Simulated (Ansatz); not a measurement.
HCl in space group I4/mmm (No. 139; H on 2a, Cl on 2b) at seven volumes, DFT-r²SCAN+D4 in the program Ansatz with PAW potentials, shape and atoms relaxed at each. One row is withheld.

```json
[
 {"V (Å³/atom)": "16.862", "P (GPa)": "0.78"},
 {"V (Å³/atom)": "17.418", "P (GPa)": "0.45"},
 {"V (Å³/atom)": "17.974", "P (GPa)": "?"},
 {"V (Å³/atom)": "18.529", "P (GPa)": "0.00"},
 {"V (Å³/atom)": "19.085", "P (GPa)": "-0.14"},
 {"V (Å³/atom)": "19.641", "P (GPa)": "-0.26"},
 {"V (Å³/atom)": "20.197", "P (GPa)": "-0.35"}
]
```

Problem. Fit the shown pressures and predict the withheld one.

Solution. P = (3/2)B₀(x^(7/2) − x^(5/2))[1 + (3/4)(B′ − 4)(x − 1)] with x = (V₀/V)^(2/3). Least squares on the six rows gives V₀ = 18.542 Å³/atom, B₀ = 5.7 GPa, B′ = 7.79. At V = 17.974, x = 1.0210 and P = 0.20 GPa. The run itself gave 0.21 GPa.

The workflow started from an entry of the Crystallography Open Database (COD); the relaxed space group is not among those it files for this formula. COD files the formula under space group No. 36, 69, 225, so this cell is another polymorph or a model. The r²SCAN+D4 relaxation kept the symmetry of its start; its stability against distortions is not shown here. The substance is a gas or liquid at ambient conditions.

Potentials: the later of the program's two PAW sets.
